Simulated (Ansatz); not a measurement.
## TaAl3: do energies and stresses tell the same story?

Theory: Ansatz, DFT r2SCAN, scalar-relativistic, plane waves, PAW.

Cutoff 500 eV; k points 16×16×16 on the computed 4-atom cell (Γ-centred); Gaussian smearing, width 0.10 eV; no spin polarisation.

Relaxed cell: I4/mmm, a = 3.836 Å, b = 3.836 Å, c = 8.504 Å, α = 90.00°, β = 90.00°, γ = 90.00°, 4 atoms in the primitive cell.

Energies at zero smearing and pressures from the stress tensor, at volumes with shape and atoms relaxed:
| V (Å³/atom) | E − E(first) (meV/atom) | P (GPa) |
| --- | --- | --- |
| 13.765 | 0.00 | 23.44 |
| 14.235 | -57.74 | 16.19 |
| 14.704 | -95.78 | 9.96 |
| 15.173 | -116.88 | 4.59 |
| 15.643 | -123.38 | -0.03 |
| 16.112 | -117.32 | -4.00 |
| 16.581 | -100.44 | -7.42 |
| 17.207 | -63.69 | -11.25 |

Question: Check P = −dE/dV between neighbouring volumes, and get the bulk modulus from the pressures alone.

Answer: With 1 eV/Å³ = 160.2 GPa:
```
middle V (Å³/atom)  −ΔE/ΔV (GPa) mean P (GPa)
            14.000        19.714        19.813
            14.469        12.988        13.072
            14.939         7.201         7.274
            15.408         2.220         2.283
            15.877        -2.070        -2.015
            16.346        -5.762        -5.714
            16.894        -9.410        -9.339
```

The two differ by 0.10 GPa at most. The mean of two end pressures misses the average over a step by about ΔV² P″/12, up to 0.09 GPa here; with that taken off 0.01 GPa remains. Around V = 15.643 Å³/atom, the two neighbours give B = −V ΔP/ΔV = 15.643 × 8.60 / 0.939 = 143.3 GPa, against B0 = 142.7 GPa from the Birch–Murnaghan fit of the energies.

Spin–orbit coupling is left out, which can shift energies with elements as heavy as these.